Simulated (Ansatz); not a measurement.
### Question
MoPd (L1₀ or tetragonal B2, space group No. 123) is relaxed with plane-wave PAW r²SCAN (Ansatz code). What lattice parameters of the conventional cell result?

### Answer
a = 2.696 Å, c = 4.127 Å.

Space group P4/mmm (L1₀ or tetragonal B2). The start of the workflow was typed in or built on a structure type; neither database checked (COD, Materials Project) lists it. Whether it is the stable phase at ambient conditions was not checked. Symmetry was held in the r²SCAN relaxation; its stability against distortions is not shown here. The run is not spin-polarised. Axis ratios of metals converge slowly with the k-mesh, so a and c are less sure than the volume.

Potentials: the earlier of the program's two PAW sets.
